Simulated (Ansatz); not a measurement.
Relax this structure to zero stress and force, keeping its symmetry:

```
CELL_PARAMETERS angstrom
0.00000 1.89785 1.89785
1.89785 0.00000 1.89785
1.89785 1.89785 0.00000
ATOMIC_POSITIONS crystal
Rh 0.00000 0.00000 0.00000
```

The calculation used DFT PBEsol, scalar-relativistic, plane waves, PAW (Ansatz).

Settings: cutoff 420 eV, Γ-centred mesh 18×18×18 on the computed 1-atom cell, Gaussian smearing of 0.10 eV; no spin polarisation.

Problem. What does it relax to?

Solution. The volume falls by 0.17 Å³/atom to 13.50 Å³/atom, and the energy falls by 1.9 meV/atom. Final structure:
```yaml
crystal:
  lattice:
    - [0.00000, 1.88999, 1.88999]
    - [1.88999, 0.00000, 1.88999]
    - [1.88999, 1.88999, 0.00000]
  atoms:
    - { symbol: Rh, position: [0.00000, 0.00000, 0.00000] }
```